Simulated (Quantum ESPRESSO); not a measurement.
# Band energies of YVO4

```
CELL_PARAMETERS angstrom
     -3.56735     3.56735     3.14835
      3.56735    -3.56735     3.14835
      3.56735     3.56735    -3.14835
ATOMIC_POSITIONS crystal
  O  0.07545 0.76006 0.68461
  O  0.51006 0.32545 0.18461
  O  0.07545 0.39084 0.31539
  O  0.14084 0.32545 0.81539
  O  0.67455 0.85916 0.18461
  O  0.23994 0.92455 0.31539
  O  0.67455 0.48994 0.81539
  O  0.60916 0.92455 0.68461
  V  0.50000 0.50000 0.00000
  V  0.25000 0.75000 0.50000
  Y  0.00000 0.00000 0.00000
  Y  0.75000 0.25000 0.50000
```

norm-conserving PBEsol (Quantum ESPRESSO, 84 Ry, no spin-orbit coupling); path ΓXMΓZPNZ1M,XP; energies in eV from the valence-band maximum.

| k (1/Å) | point | band 44 | band 45 | band 46 | band 47 | band 48 | band 49 | band 50 | band 51 |
|---|---|---|---|---|---|---|---|---|---|
| 0.00 | Γ | -0.40 | -0.40 | -0.40 | -0.40 | 0.00 | 2.89 | 3.59 | 3.81 |
| 0.21 |  | -0.55 | -0.49 | -0.46 | -0.38 | -0.06 | 3.01 | 3.60 | 3.76 |
| 0.42 |  | -0.77 | -0.70 | -0.60 | -0.39 | -0.22 | 3.31 | 3.61 | 3.66 |
| 0.62 | X | -0.88 | -0.78 | -0.78 | -0.36 | -0.36 | 3.57 | 3.57 | 3.75 |
| 0.83 |  | -0.87 | -0.78 | -0.78 | -0.44 | -0.44 | 3.59 | 3.59 | 3.78 |
| 1.25 | M | -0.89 | -0.82 | -0.82 | -0.56 | -0.56 | 3.63 | 3.63 | 3.92 |
| 1.42 |  | -0.87 | -0.83 | -0.66 | -0.63 | -0.54 | 3.62 | 3.63 | 3.81 |
| 1.60 |  | -0.86 | -0.72 | -0.65 | -0.48 | -0.39 | 3.54 | 3.59 | 3.65 |
| 1.77 |  | -0.64 | -0.62 | -0.57 | -0.41 | -0.18 | 3.22 | 3.59 | 3.70 |
| 2.13 | Γ | -0.40 | -0.40 | -0.40 | -0.40 | 0.00 | 2.89 | 3.59 | 3.81 |
| 2.30 |  | -0.59 | -0.53 | -0.25 | -0.25 | 0.00 | 3.02 | 3.62 | 3.82 |
| 2.48 |  | -0.78 | -0.77 | -0.18 | -0.18 | -0.04 | 3.32 | 3.68 | 3.74 |
| 2.66 |  | -0.90 | -0.90 | -0.21 | -0.21 | -0.18 | 3.66 | 3.69 | 3.72 |
| 3.01 | Z | -0.85 | -0.85 | -0.85 | -0.49 | -0.49 | 3.63 | 3.66 | 3.84 |
| 3.20 |  | -0.94 | -0.87 | -0.60 | -0.43 | -0.39 | 3.65 | 3.69 | 3.76 |
| 3.38 |  | -0.95 | -0.73 | -0.49 | -0.47 | -0.32 | 3.68 | 3.72 | 3.72 |
| 3.56 |  | -1.02 | -0.72 | -0.65 | -0.47 | -0.24 | 3.72 | 3.74 | 3.75 |
| 3.75 | P | -1.04 | -0.87 | -0.87 | -0.32 | -0.32 | 3.75 | 3.75 | 3.78 |
| 3.97 |  | -1.06 | -0.86 | -0.61 | -0.37 | -0.19 | 3.69 | 3.74 | 3.74 |
| 4.19 | N | -1.05 | -0.87 | -0.76 | -0.16 | -0.15 | 3.64 | 3.73 | 3.74 |
| 4.33 |  | -1.02 | -0.80 | -0.68 | -0.22 | -0.17 | 3.65 | 3.71 | 3.74 |
| 4.48 |  | -0.98 | -0.89 | -0.49 | -0.39 | -0.25 | 3.68 | 3.69 | 3.72 |
| 4.78 | Z1 | -0.85 | -0.85 | -0.85 | -0.49 | -0.49 | 3.63 | 3.66 | 3.84 |
| 4.78 | M | -0.89 | -0.82 | -0.82 | -0.56 | -0.56 | 3.63 | 3.63 | 3.92 |
| 5.40 | X | -0.88 | -0.78 | -0.78 | -0.36 | -0.36 | 3.57 | 3.57 | 3.75 |
| 5.56 |  | -0.91 | -0.79 | -0.79 | -0.35 | -0.35 | 3.62 | 3.62 | 3.75 |
| 5.90 | P | -1.04 | -0.87 | -0.87 | -0.32 | -0.32 | 3.75 | 3.75 | 3.78 |

The PBEsol gap is direct, 2.89 eV at Γ.

The 3d shell has no Hubbard U; the runs are without spin polarisation, and magnetic order was not tried.

Geometry of the Materials Project entry, not relaxed at this level.
